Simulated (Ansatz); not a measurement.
Si2Mo (MoSi2 or CaC2 type, I4/mmm) at seven volumes, the program Ansatz at the r²SCAN level (PAW), shape and atoms relaxed at each. One row is withheld.

```csv
V (Å³/atom),P (GPa)
12.155,?
12.556,15.44
12.957,7.09
13.357,0.00
13.758,-6.01
14.159,-11.11
14.559,-15.42
```

Task: Fit the shown pressures and predict the withheld one.

Result: P = (3/2)B₀(x^(7/2) − x^(5/2))[1 + (3/4)(B′ − 4)(x − 1)] with x = (V₀/V)^(2/3). Least squares on the six rows gives V₀ = 13.357 Å³/atom, B₀ = 217 GPa, B′ = 4.50. At V = 12.155, x = 1.0649 and P = 25.32 GPa. The run itself gave 25.26 GPa.

Symmetry was held in the r²SCAN relaxation. No spin polarisation was allowed.

Potentials: the later of the program's two PAW sets.
